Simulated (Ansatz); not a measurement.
Bi: from a starting cell to a relaxed one

The start is a relaxed Bi cell with every coordinate shifted by Gaussian noise of σ = 0.2 Å. Cell shape, volume and atoms are optimised at zero target pressure with r2SCAN (plane waves to 500 eV, PAW, scalar-relativistic; Ansatz, a program for electronic structure). The first steps use a coarse 9×9×9 k-mesh.

Starting cell:
```
CELL_PARAMETERS angstrom
      2.26670     1.30868     4.13087
     -2.26670     1.30868     4.13087
      0.00000    -2.61736     4.13087
ATOMIC_POSITIONS crystal
  Bi 0.25579 0.17645 0.22611
  Bi 0.78188 0.86757 0.71382
```

### Question
What pressure does the first self-consistent step give?

### Answer
+9.4 GPa (positive: the cell is compressed).

### Question
Which atoms feel the largest initial force, and how large is it?

### Answer
4.37 eV/Å, on Bi1, Bi2 (atoms numbered as listed).

### Question
Is the parent structure recovered?

### Answer
It relaxes back to the parent, R-3m (No. 166).

### Question
What band gap does the relaxed structure have at this level?

### Answer
No gap (metallic).

It ends as:

```cif
data_Bi6
_chemical_formula_sum 'Bi6'
_space_group_name_H-M_alt 'R-3m :H'
_space_group_IT_number 166
_space_group_name_Hall '-R 3 2"'
_cell_length_a 4.53364
_cell_length_b 4.53364
_cell_length_c 12.38989
_cell_angle_alpha 90.000
_cell_angle_beta 90.000
_cell_angle_gamma 120.000
loop_
_atom_site_label
_atom_site_type_symbol
_atom_site_symmetry_multiplicity
_atom_site_Wyckoff_symbol
_atom_site_fract_x
_atom_site_fract_y
_atom_site_fract_z
_atom_site_occupancy
Bi1 Bi 6 c 0.00000 0.00000 0.26843 1
```
(The calculation used a cell of 2 atoms; values per cell refer to that cell.)

Final values are on a 12×12×12 k-mesh of the relaxed cell. No spin polarisation in the result.

The run could not lose the symmetry of its start.
